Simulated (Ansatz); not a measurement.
This cell of Ga2O3 (corundum) is off equilibrium:

```yaml
crystal:
  lattice:
    - [2.49479, 1.44037, 4.48002]
    - [-2.49479, 1.44037, 4.48002]
    - [0.00000, -2.88074, 4.48002]
  atoms:
    - { symbol: Ga, position: [0.35584, 0.35584, 0.35584] }
    - { symbol: Ga, position: [0.14416, 0.14416, 0.14416] }
    - { symbol: Ga, position: [0.64416, 0.64416, 0.64416] }
    - { symbol: Ga, position: [0.85584, 0.85584, 0.85584] }
    - { symbol: O, position: [0.55310, 0.94690, 0.25000] }
    - { symbol: O, position: [0.25000, 0.55310, 0.94690] }
    - { symbol: O, position: [0.94690, 0.25000, 0.55310] }
    - { symbol: O, position: [0.44690, 0.05310, 0.75000] }
    - { symbol: O, position: [0.75000, 0.44690, 0.05310] }
    - { symbol: O, position: [0.05310, 0.75000, 0.44690] }
```

The numbers are results of PBE (plane waves to 420 eV, PAW, scalar-relativistic; Ansatz, an electronic-structure program), not measurements. k mesh 8×8×8 (Γ-centred), Fermi-Dirac smearing 0.05 eV. The energy includes the smearing's −TS. Stress and pressure are positive under compression. Ga2O3 was relaxed with its symmetry unable to fall. The PAW data are Ansatz's earlier set.

Question: What is the stress tensor (GPa)?

Answer: 
```
    9.4      0.0      0.0
    0.0      9.4      0.0
    0.0      0.0      8.2
```
The pressure, a third of the trace, is 9.0 GPa.

Question: It is the relaxed cell scaled evenly to V/V₀ = 0.960, atoms relaxed where free. What is its energy relative to the relaxed cell?

Answer: 10.9 meV/atom.

(Under strain, the slope of the energy per volume gives the stress and its curvature an elastic modulus.)
